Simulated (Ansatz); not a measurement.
One crystal and one scan (scan of one atom of the cell) at two levels, PBE (plane waves to 420 eV, PAW, scalar-relativistic; Ansatz, a first-principles code) and r2SCAN (plane waves to 500 eV, PAW, scalar-relativistic; Ansatz), each from its own relaxed cell and on its own mesh. The cell shown is that of PBE.

Starting cell, CdSe (wurtzite):

```xyz
4
Lattice="4.3827 0.0000 0.0000 -2.1914 3.7955 0.0000 0.0000 0.0000 7.1545" Properties=species:S:1:pos:R:3 pbc="T T T"
Cd     2.1914     1.2652     0.0034
Cd     0.0000     2.5304     3.5806
Se     2.1914     1.2652     4.4696
Se     0.0000     2.5304     0.8924
```

In each cell atom 4 (Se, nearest neighbour Cd at 2.682 Å; its periodic images, 4.4 Å or more away, move with it) moves by s·(0.577, 0.577, 0.577) (along Cartesian [111]), the rest being held.

E stands for the smeared free energy. CdSe was relaxed with its symmetry unable to fall. (PBE) Left out: 1 of 11 points, with atoms too close for the PAW data. (r2SCAN) Left out: 1 of 11 points, with atoms too close for the PAW data. Both scans cover s from -0.640 to 0.800 Å.

ΔE (meV/cell), each from the undisplaced structure of its own level:

```json
[
 {"s (Å)": "-0.640", "PBE": "1938", "r2SCAN": "2162"},
 {"s (Å)": "-0.480", "PBE": "904", "r2SCAN": "1009"},
 {"s (Å)": "-0.320", "PBE": "340", "r2SCAN": "379"},
 {"s (Å)": "-0.160", "PBE": "73", "r2SCAN": "82"},
 {"s (Å)": "0.000", "PBE": "0", "r2SCAN": "0"},
 {"s (Å)": "0.160", "PBE": "58", "r2SCAN": "withheld"},
 {"s (Å)": "0.320", "PBE": "209", "r2SCAN": "231"},
 {"s (Å)": "0.480", "PBE": "427", "r2SCAN": "472"},
 {"s (Å)": "0.640", "PBE": "691", "r2SCAN": "763"},
 {"s (Å)": "0.800", "PBE": "979", "r2SCAN": "1081"}
]
```

### Question
Estimate the r2SCAN value at 0.160 from the PBE value there and the ratio of the two levels in the two nearest given rows on that side of the minimum.

### Answer
At 0.320 and 0.480 the ratio r2SCAN/PBE averages 1.105, which gives 1.105 × 58 = 64 meV/cell. The calculation gives 64 meV/cell, +10.3 % against PBE.

(For displaced atoms, the force is minus the slope of the energy, and its curvature is a force constant, which sets phonon frequencies.)
